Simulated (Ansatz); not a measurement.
Consider the following.

NaCl:
```xyz
4
Lattice="3.8571 0.0000 0.0000 -1.9286 3.3404 0.0000 0.0000 0.0000 6.9853" Properties=species:S:1:pos:R:3 pbc="T T T"
Na     1.9286     1.1135     1.7463
Na     0.0000     2.2269     5.2390
Cl     0.0000     0.0000     0.0000
Cl     0.0000     0.0000     3.4927
```

This is the PBEsol-relaxed structure.

Question: All from plane-wave PAW PBEsol (Ansatz code), unless another level is named. Predict the Young's modulus.

Answer: 32.9 GPa.

Question: Next, the vibrational entropy at 300 K?

Answer: 37.6 J/(K·mol of atoms).

Question: Predict the highest zone-centre frequency (without LO–TO term).

Answer: 217 cm⁻¹.

Question: What about the zero-point energy?

Answer: 25.3 meV/atom.

Space group P6_3/mmc (NiAs type). The first step of the workflow began from a Materials Project structure, measured or hypothetical; the Crystallography Open Database copy checked does not list it. It is not the phase usual at ambient conditions (space group No. 225). The cell was relaxed with PBEsol under the symmetry of its start; phonons on a q-mesh show no instability.

Potentials: the later of the program's two PAW sets.
